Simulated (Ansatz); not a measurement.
Name crystals whose computed values (r²SCAN (plane waves, PAW; program Ansatz)) fall in these windows: B₀ by P(V) fit (GPa) 110 to 150; gap (eV) 3.1 to 4.0.



```json
[
 {"crystal": "Ta2O5, C2/c (Ta on 8f, O on 8f, O on 8f, O on 4e)", "B₀ by P(V) fit (GPa)": "133", "gap (eV)": "3.68"},
 {"crystal": "CaO, CsCl type", "B₀ by P(V) fit (GPa)": "122", "gap (eV)": "3.27"}
]
```
Others may fit too.

Typed or built starts, not in the databases checked: Ta2O5, C2/c (Ta on 8f, O on 8f, O on 8f, O on 4e). Not the usual ambient phase: CaO, CsCl type. Unstable at this level: CaO, CsCl type. All cells were relaxed under the symmetry of their starts (and spin orders); stability against distortions was not tested throughout. Rows with no word on spin ran without spin polarisation. Spin–orbit coupling is left out wherever it is not named.

Potentials: the earlier of the program's two PAW sets.
